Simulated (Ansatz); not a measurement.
CeO₂:
```xyz
3
Lattice="0.0000 2.7323 2.7323 2.7323 0.0000 2.7323 2.7323 2.7323 0.0000" Properties=species:S:1:pos:R:3 pbc="T T T"
Ce     0.0000     0.0000     0.0000
O      1.3662     1.3662     1.3662
O      4.0985     4.0985     4.0985
```

Relaxed with PBE. Special points in fractions of this cell's reciprocal vectors: Γ (0.000, 0.000, 0.000); X (0.500, 0.000, 0.500); U (0.625, 0.250, 0.625); K (0.375, 0.375, 0.750); L (0.500, 0.500, 0.500); W (0.500, 0.250, 0.750).

Q: List the band energies nearest the valence-band maximum at these points for plane-wave PAW PBE (Ansatz code).

A: In eV from the valence-band maximum; about four levels below and three above (degenerate sets whole), none deeper than 8.9 eV; points with the same levels are listed once.

```tsv
k	below	above
Γ	-3.71 -3.71 -3.71 -0.58 -0.58 -0.58	2.17 2.17 2.17
X	-1.20 -1.20 -0.75 -0.75 -0.59	1.90 1.99 1.99
U	-1.35 -1.28 -0.72 -0.30	1.94 2.03 2.06
L	-1.25 -1.19 -0.78 -0.78	1.87 2.04 2.04
W	-1.04 -1.04 -0.69 -0.62	1.93 2.04 2.04
```

Space group Fm-3m (fluorite). The cell was relaxed with PBE under the symmetry of its start. No spin polarisation was allowed. The 4f shell is in the valence. No Hubbard U is applied. Scalar-relativistic: spin–orbit coupling is off unless named, which matters more the heavier the elements.

Potentials: the earlier of the program's two PAW sets.
